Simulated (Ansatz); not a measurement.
BN:
```xyz
4
Lattice="2.5406 0.0000 0.0000 -1.2703 2.2002 0.0000 0.0000 0.0000 4.2027" Properties=species:S:1:pos:R:3 pbc="T T T"
B      1.2703     0.7334     4.2015
B      0.0000     1.4668     2.1002
N      1.2703     0.7334     2.6278
N      0.0000     1.4668     0.5264
```

Tensor components refer to the Cartesian frame of this cell.

Give the high-frequency dielectric tensor and the Born effective charge tensors of the independent atoms from DFPT, the program Ansatz at the PBEsol level (PAW).


ε∞:
```
4.59  0.00  0.00
0.00  4.59  0.00
0.00  0.00  4.75
```
Z* of atom 1 (B), rows: field, columns: displacement, in e:
```
1.84  0.00  0.00
0.00  1.84  0.00
0.00  0.00  1.94
```
Z* of atom 3 (N), rows: field, columns: displacement, in e:
```
-1.84   0.00   0.00
 0.00  -1.84   0.00
 0.00   0.00  -1.94
```

Space group P6_3mc (wurtzite). The cell was relaxed with PBEsol under the symmetry of its start.

Potentials: the earlier of the program's two PAW sets. The files were generated under PBE; for other functionals the program regenerates the frozen cores, and for LDA and PBEsol the local potential too.
